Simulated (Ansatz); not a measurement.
Mg₂O:
```xyz
3
Lattice="1.5167 0.8757 4.9734 -1.5167 0.8757 4.9734 0.0000 -1.7513 4.9734" Properties=species:S:1:pos:R:3 pbc="T T T"
Mg     0.0000     0.0000    11.1871
Mg     0.0000     0.0000     3.7331
O      0.0000     0.0000     0.0000
```

Relaxed with PBE+D3(BJ). Special points in fractions of this cell's reciprocal vectors: Γ (0.000, 0.000, 0.000); T (0.500, 0.500, 0.500); H2 (0.813, 0.187, 0.500); H0 (0.500, -0.187, 0.187); L (0.500, 0.000, 0.000); S0 (0.344, -0.344, 0.000); S2 (0.656, 0.000, 0.344); F (0.500, 0.000, 0.500).

**Question.** List the band energies nearest the Fermi level at these points for the program Ansatz at the PBE+D3(BJ) level (PAW).

**Answer.** In eV from the Fermi level; about four levels below and three above (degenerate sets whole), none deeper than 8.9 eV; … stands for higher levels left out; points with the same levels are listed once.

```csv
k,below,above
Γ,-7.15 -5.90 -4.49 -4.49,2.57 3.08 11.74 11.74
T,-4.49 -4.49 -3.15 -0.78,5.68 8.64 …
H2,-7.11 -6.73 -5.92,0.05 1.44 1.81
L,-5.99 -5.12 -0.68 -0.23,2.37 7.17 7.27
S0,-7.03 -6.84 -5.90,0.19 1.43 1.63
F,-7.89 -6.14 -5.13 -1.38,0.51 4.84 4.97
```

Space group R-3m. The start of the workflow was typed in or built on a structure type; neither database checked (COD, Materials Project) lists it. Whether it is the stable phase at ambient conditions was not checked. The PBE+D3(BJ) relaxation kept the symmetry of its start; its stability against distortions is not shown here. The volume moved by -17 % from the start of the relaxation.

Potentials: the earlier of the program's two PAW sets.
